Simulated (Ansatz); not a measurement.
# CsScSe₃: reading a single point

```yaml
crystal:
  lattice:
    - [7.30493, 0.00000, 0.00000]
    - [-3.65246, 6.32626, 0.00000]
    - [0.00000, 0.00000, 6.00793]
  atoms:
    - { symbol: Se, position: [0.16110, 0.83890, 0.25000] }
    - { symbol: Se, position: [0.32220, 0.16110, 0.75000] }
    - { symbol: Se, position: [0.16110, 0.32220, 0.25000] }
    - { symbol: Se, position: [0.83890, 0.16110, 0.75000] }
    - { symbol: Se, position: [0.67780, 0.83890, 0.25000] }
    - { symbol: Se, position: [0.83890, 0.67780, 0.75000] }
    - { symbol: Sc, position: [0.00000, 0.00000, 0.00000] }
    - { symbol: Sc, position: [0.00000, 0.00000, 0.50000] }
    - { symbol: Cs, position: [0.33330, 0.66670, 0.75000] }
    - { symbol: Cs, position: [0.66660, 0.33330, 0.25000] }
```

The numbers come from plane-wave PAW DFT (Ansatz): PBE, no spin polarisation, 420 eV, 6×6×6 Γ-centred k points, fermi-dirac occupations (width 0.099 eV). Nothing was relaxed.

**Question.** Metal or insulator?

**Answer.** It is a metal, with about 9.1 states/eV a cell as the mean within 0.25 eV of the Fermi level, mostly Se p (93 %).

**Question.** Is it stable against the elements?

**Answer.** -0.95 eV an atom against the elements' usual phases (free molecules for gases, crystals otherwise, with no correction for O₂ or N₂), so it is bound against them; other compounds may still compete. Relaxing would lower it.

**Question.** How is the charge shared?

**Answer.** Bader charges in e: Cs +0.77, Sc +1.54, Se -0.77. In the mean Sc gives up most and Se takes most.

**Question.** What do density and ELF say about some of the short contacts?

**Answer.** Se–Sc at 2.53 Å: least valence density 0.39 e/Å³ and ELF 0.24 there. Cs–Se at 3.65 Å: least valence density 0.07 e/Å³ and ELF 0.06 there. These are pseudo-fields; inside the PAW spheres they differ from the all-electron ones.

Origin: a known structure type with other elements, at an estimated volume, so it need not be a known compound. Caveats: many states at the Fermi level without spin polarisation, so a magnetic state may lie lower.
